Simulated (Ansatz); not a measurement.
Phonons of GaN (zinc blende) at Γ, L = (0.5, 0.0, 0.0), X = (0.5, 0.5, 0.0).

GaN (zinc blende)

```yaml
crystal:
  lattice:
    - [0.00000, 2.24896, 2.24896]
    - [2.24896, 0.00000, 2.24896]
    - [2.24896, 2.24896, 0.00000]
  atoms:
    - { symbol: N, position: [0.75000, 0.75000, 0.75000] }
    - { symbol: Ga, position: [0.00000, 0.00000, 0.00000] }
```

These are r2SCAN (plane waves to 500 eV, PAW, scalar-relativistic; Ansatz, a first-principles code) values and carry that method's errors. Harmonic phonons by density-functional perturbation theory on a 10×10×10 k mesh, in cm⁻¹; i marks imaginary ones, q is in fractions of the reciprocal vectors of the cell shown, and the three acoustic modes at Γ are left out. The non-analytic (LO-TO) term is not included, so polar modes at Γ have their transverse values. GaN was relaxed with its symmetry unable to fall.

```tsv
q	wavenumbers (cm⁻¹)
Γ	546 (×3)
L = (0.5, 0.0, 0.0)	140 (×2), 342, 570 (×2), 697
X = (0.5, 0.5, 0.0)	195 (×2), 347, 610 (×2), 688
```

The structure shows no imaginary mode at these points (lowest 140 cm⁻¹ at L = (0.5, 0.0, 0.0)); other wave vectors were not tested.

Highest mode: 697 cm⁻¹ at L = (0.5, 0.0, 0.0).
